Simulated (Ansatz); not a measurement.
Relaxed TiN (rock salt):

```xyz
4
Lattice="0.0000 4.2469 4.2469 2.1235 0.0000 2.1235 2.1235 2.1235 0.0000" Properties=species:S:1:pos:R:3 pbc="T T T"
N      0.0000     0.0000     0.0000
N      2.1235     2.1235     4.2469
Ti     2.1235     2.1235     2.1235
Ti     2.1235     4.2469     4.2469
```

The atoms are displaced by Q × the pattern below (from a DFPT mode at L = (0.5, 0.0, 0.0), largest move 1; Q in Å), at fixed cell. It is one choice among 2 degenerate patterns. (q is in reciprocal vectors of the primitive cell; the cell shown is doubled to hold the pattern.)

```json
[
 {"atom": "Ti3", "x": "0.285", "y": "-0.520", "z": "0.805"},
 {"atom": "Ti4", "x": "-0.285", "y": "0.520", "z": "-0.805"}
]
```

Atoms not listed stay in place.

Computed with PBE (plane waves to 420 eV, PAW, scalar-relativistic; Ansatz, a quantum-chemistry and plane-wave program). k mesh 19×19×19 (Γ-centred), Fermi-Dirac smearing 0.05 eV. With partly filled bands, energies and forces of such displacements shift with the k mesh and the smearing. TiN is run without spin polarisation. TiN was relaxed with its symmetry unable to fall. 

| Q (Å) | −dE/dQ from forces (eV/Å) |
|---|---|
| -0.100 | 1.306 |
| -0.083 | 1.052 |
| -0.067 | 0.817 |
| -0.050 | 0.598 |
| -0.033 | 0.390 |
| -0.017 | 0.192 |
| 0.000 | 0.000 |
| 0.017 | -0.192 |
| 0.033 | -0.390 |
| 0.050 | -0.598 |
| 0.067 | -0.817 |
| 0.083 | -1.052 |
| 0.100 | -1.306 |

Task: What harmonic wavenumber does the curvature at Q = 0 give?

Result: 181 cm⁻¹. E″ = 11.49 eV/Å², M = Σ mᵢ|uᵢ|² = 95.7 u, ν̃ = 521.5·√(|E″|/M).

(A displaced cell: forces are minus the slopes of the energy, force constants its curvatures, and phonons follow from these.)
